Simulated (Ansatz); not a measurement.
## Bi2TePd2: settings compared (Ansatz)

Run with:

```bash
ansatz run input.yaml --threads 1 --pin off --max-ram 2560MiB --backend cpu --events-out ev --progress --plain --runs-dir out
```

The input file (Ansatz 0.2.0, plane waves):

```yaml
crystal:
  lattice:
    - [3.954505, 0.0, 0.0]
    - [-1.977253, 3.424707, 0.0]
    - [-1.977253, 1.141569, 9.181798]
  atoms:
    - { symbol: Bi, position: [0.39806, 0.60194, 0.19418] }
    - { symbol: Bi, position: [0.60194, 0.39806, 0.80582] }
    - { symbol: Pd, position: [0.2116, 0.7884, 0.6348] }
    - { symbol: Pd, position: [0.7884, 0.2116, 0.3652] }
    - { symbol: Te, position: [0.0, 0.0, 0.0] }
  symmetry: { tolerance: 0.0003 }
kpoints:
  mp_grid: { grid: [5, 5, 5], shift: [0, 0, 0] }
magnetization:
  spin_polarized: false
scf:
  occupations: { method: methfessel_paxton, width: 0.0135 }
hamiltonian:
  pseudopotentials: { kind: paw }
  xc: pbe
basis:
  ecutwfc: 420
output:
  forces: true
  stress: true
  eigenvalues: true
  write_density: true
  write_potential: true
  elf: true
  volumetric_format: npy
relax:
  max_steps: 40
  cell: {}
```

Origin of the cell: a known structure type with other elements, at an estimated volume, so it need not be a known compound.

Output of this run (shortened):

```
SCF iter   1: F=—  HF=-45717.160644 eV  Δρ=4.25e-3  dr2=1.33e-1
SCF iter   2: F=—  HF=-45717.149387 eV  S|Δr|=    0.00e0  Δρ=2.01e-3  dr2=1.29e-2  defer=54
SCF iter   3: F=—  HF=-45717.147875 eV  S|Δr|=    0.00e0  Δρ=6.45e-4  dr2=6.51e-4  defer=54
SCF iter   4: F=—  HF=-45717.147792 eV  S|Δr|=    0.00e0  Δρ=1.47e-4  dr2=2.05e-5  defer=54
SCF iter   5: F=—  HF=-45717.147801 eV  S|Δr|=    0.00e0  Δρ=4.86e-5  dr2=3.05e-6  defer=54
SCF iter   6: F=—  HF=-45717.147802 eV  S|Δr|=    0.00e0  Δρ=1.29e-5  dr2=2.62e-7  defer=54
SCF iter   7: F=-45717.147803 eV  HF=-45717.147803 eV  S|Δr|=    0.00e0  Δρ=4.37e-6  dr2=2.94e-8
relax step   1: F+E_penalty+E_count = -45717.147803 eV  Δ(F+E_penalty+E_count) = +0.000e0 eV  max|allowed force component| = 3.343e0 eV/Å  Δτ_max = 0.0000 Å  P = +9.762 GPa  Ω = 124.349 Å³  ( […]
relax step   2: F+E_penalty+E_count = -45718.326379 eV  Δ(F+E_penalty+E_count) = -1.179e0 eV  max|allowed force component| = 1.048e0 eV/Å  Δτ_max = 0.1950 Å  P = +2.488 GPa  Ω = 131.152 Å³  e […]
relax step   3: F+E_penalty+E_count = -45718.867580 eV  Δ(F+E_penalty+E_count) = -5.412e-1 eV  max|allowed force component| = 7.444e-1 eV/Å  Δτ_max = 0.1949 Å  P = +0.052 GPa  Ω = 129.610 Å³ […]
relax step   4: F+E_penalty+E_count = -45719.211112 eV  Δ(F+E_penalty+E_count) = -3.435e-1 eV  max|allowed force component| = 3.378e-1 eV/Å  Δτ_max = 0.1986 Å  P = +0.692 GPa  Ω = 125.613 Å³ […]
relax step   5: F+E_penalty+E_count = -45719.307629 eV  Δ(F+E_penalty+E_count) = -9.652e-2 eV  max|allowed force component| = 3.923e-1 eV/Å  Δτ_max = 0.1575 Å  P = +1.784 GPa  Ω = 124.895 Å³ […]
[… 5 lines left out …]
relax step  11: F+E_penalty+E_count = -45719.476933 eV  Δ(F+E_penalty+E_count) = -2.503e-5 eV  max|allowed force component| = 1.938e-3 eV/Å  Δτ_max = 0.0027 Å  P = +0.003 GPa  Ω = 128.065 Å³ […]
relax step  12: F+E_penalty+E_count = -45719.483857 eV  Δ(F+E_penalty+E_count) = -6.925e-3 eV  max|allowed force component| = 1.850e-3 eV/Å  Δτ_max = 0.0000 Å  P = +0.137 GPa  Ω = 128.065 Å³  stress off target by 2.10e-1 GPa […]
relax step  13: F+E_penalty+E_count = -45719.484237 eV  Δ(F+E_penalty+E_count) = -3.792e-4 eV  max|allowed force component| = 2.460e-3 eV/Å  Δτ_max = 0.0043 Å  P = -0.030 GPa  Ω = 128.350 Å³ […]
relax step  14: F+E_penalty+E_count = -45719.484271 eV  Δ(F+E_penalty+E_count) = -3.422e-5 eV  max|allowed force component| = 1.002e-3 eV/Å  Δτ_max = 0.0014 Å  P = +0.006 GPa  Ω = 128.287 Å³ […]
relax step  15: F+E_penalty+E_count = -45719.484349 eV  Δ(F+E_penalty+E_count) = -7.858e-5 eV  max|allowed force component| = 9.711e-4 eV/Å  Δτ_max = 0.0000 Å  P = +0.005 GPa  Ω = 128.287 Å³  stress off target by 8.66e-3 GPa […]
SCF 15 converged in 5 iterations: F = -45719.484349 eV  dr2 = 2.19e-11
basis re-selected at this cell: Δ(F+E_penalty+E_count) = -7.858e-5 eV, ΔP = -0.001 GPa vs the last step (what re-selecting the basis moved, of the pressure what is left beyond the Pulay corre […]
SCF converged after 5 iterations
Stability not checked: this state was not tested for a lower state beside it, because cold or Methfessel-Paxton smearing, or corrected tetrahedra, fill the levels in a way that the test cannot read (fill_not_monotonic; […]
Free energy (F): -45719.484349 eV
Harris-Foulkes:  -45719.484349 eV  (|F-HF|=1.46e-11)
Internal energy: -45719.484256 eV  (E = F + TS)
E sigma→0 (E₀):  -45719.484326 eV
Entropy (-TS):   -0.000093 eV (-0.019 meV/atom)
Fermi energy:    12.412988 eV
--- Per-component energies (eV) ---
  E_band       = -891.184382
  E_kinetic    = 1814.795754
  E_local      = -10210.763080  (includes V_loc(G=0)·N_el)
  E_nonlocal   = 1246.801217
  E_hartree    = 4344.735038
  E_xc         = -763.888560
  E_vxc        = -815.406219  (∫ρ·V_xc dr)
  E_paw        = -33492.113172  (= ΣΔE_a)
  E_vpaw       = -1616.081868  (= ΣTr[D̂ρ^β])
  E_aug_tail   = -0.000625  (compensation charges beyond the density's cutoff)
  E_ewald      = -8659.050828
  E_smearing   = -0.000093  (= −TS)
  Σ components = -45719.484349   (vs F -45719.484349, Δ=0.00e0)
--- Forces (eV/Å), atoms counted from 1 ---
  atom   1  Bi     0.000000    -0.000000    -0.000971
  atom   2  Bi    -0.000000     0.000000     0.000971
  atom   3  Pd     0.000000     0.000000    -0.000633
  atom   4  Pd    -0.000000     0.000000     0.000633
  atom   5  Te     0.000000    -0.000000     0.000000
  max |Σ_I F_I| component: 1.39e-17 eV/Å
--- Stress (GPa, compression-positive) ---
        0.003266      -0.000000      -0.000000
       -0.000000       0.003266      -0.000000
       -0.000000      -0.000000       0.008665
  P = ⅓ Tr σ = 0.0051 GPa (0.051 kbar)
--- Relaxed structure (13 steps of the walk, 12 accepted, 2 SCFs on fresh bases) ---
  F+E_penalty+E_count = -45719.484349 eV   max|allowed force component| = 9.711e-4 eV/Å   (the final SCF, on the basis selected at the relaxed cell)
  cell:  # Å, volume = 128.2871 Å³
    - [4.345836, 3.172e-7, 7.888e-8]
    - [-2.172918, 3.763605, -3.944e-8]
    - [-2.172918, 1.254535, 7.843420]
  atoms:
    - { symbol: Bi, position: [0.424059, 0.575941, 0.272177] }
    - { symbol: Bi, position: [0.575941, 0.424059, 0.727823] }
    - { symbol: Pd, position: [0.186778, 0.813222, 0.560335] }
    - { symbol: Pd, position: [0.813222, 0.186778, 0.439665] }
    - { symbol: Te, position: [1.747e-19, -1.747e-19, 5.242e-19] }
```

The same input was run again with these changes:

1. `basis.ecutwfc` 420 → "51.4 Ry"; `hamiltonian.xc` pbe → rpbe
2. `scf.occupations.method` methfessel_paxton → cold; `scf.occupations.width` 0.0135 → 0.05; `scf.mixing.algorithm` default → broyden; `scf.mixing.beta` default → 0.1; `scf.mixing.ndim` default → 4; `hamiltonian.dispersion` default → d3bjatm
3. `scf.occupations.method` methfessel_paxton → gaussian; `scf.occupations.width` 0.0135 → 0.005; `scf.algorithm` default → density_mixing
4. `crystal.symmetry` { tolerance: 0.0003 } → { detect: false }

```
 run        end  SCF iterations  volume (Å³/atom)  max force component (eV/Å)  moment (μB)  ΔE(σ→0) (meV/atom)
base  converged             104             25.66                       0.001            –                   0
   1  converged              88             26.42                       0.002            –                   –
   2  converged             151             24.68                       0.007            –                   –
   3  converged             105             25.66                       0.001            –                0.01
   4  converged             202             25.75                       0.003            –               -0.92
```

Energies are compared only where functional, datasets, charge and starting cell are the same.

Caveats of the base run: no spin-orbit coupling, though heavy elements are present; the k mesh is coarse if the cell is a metal; the relaxation held the start's symmetry, so the end may be a saddle point.

Run 1: forces of this functional can be a tenth off on datasets made under PBE.
Run 4: the program displaced the start to leave a saddle point.

Time of the base run: 2.3 min on 1 thread of Arm Neoverse V1, on a shared host, peak memory 0.45 GiB, from the program's own first density.
